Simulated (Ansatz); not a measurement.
TiPt:
```xyz
2
Lattice="3.1410 0.0000 0.0000 0.0000 3.1410 0.0000 0.0000 0.0000 3.1410" Properties=species:S:1:pos:R:3 pbc="T T T"
Pt     0.0000     0.0000     0.0000
Ti     1.5705     1.5705     1.5705
```

Relaxed with PBEsol.

Problem. Map the electron localisation function on the plane through (0.000, 0.000, 0.000) spanned by u = [1, 0, 0] and v = [0, 1, 1] in lattice vectors, from the program Ansatz at the PBEsol level (PAW).

Solution. x is the fraction of u, y of v (the angle between them is 90°; rows are the nearest grid lines); atoms in the plane: Pt at (0.00, 0.00), Ti at (0.50, 0.50).
```
|@@@@#=-----=#@@@@|
|@@@%*===-===*%@@@|
|@@@#+=======+#@@@|
|%%#*+=======+*#%%|
|**++====-====++**|
|====+=-:::-=+====|
|==+=-:.....:-=+==|
|++=-::-+++-::-=++|
|+=-..=%@@@%=..-=+|
|=-..-%@%#%@%-..-=|
|-:..+@%-.-%@+..:-|
|-:..+@#. .#@+..:-|
|-:..+@%-.-%@+..:-|
|=-..-%@%#%@%-..-=|
|+=-..=%@@@%=..-=+|
|++=-::-+++-::-=++|
|==+=-:.....:-=+==|
|====+=-:::-=+====|
|**++====-====++**|
|%%#*+=======+*#%%|
|@@@#+=======+#@@@|
|@@@%*===-===*%@@@|
|@@@@#=-----=#@@@@|
```
Scale: ten equal steps from 0.007 (start of ' ') to 0.685 (end of '@'), in the order ' .:-=+*#%@'; x runs from 0.000 to 1.00, y from 0.000 (bottom) to 1.00 (top).

The density is the valence pseudo-density with augmentation charge, so density and ELF within about 1 Å of a nucleus are not all-electron values.

Space group Pm-3m (CsCl type). The workflow started from an entry of the Crystallography Open Database (COD). Its standing as an ambient phase is unchecked. Symmetry was held in the PBEsol relaxation. At this level the phase is mechanically unstable. The run is not spin-polarised. Scalar-relativistic: spin–orbit coupling is off unless named, which matters more the heavier the elements.

Potentials: the later of the program's two PAW sets.
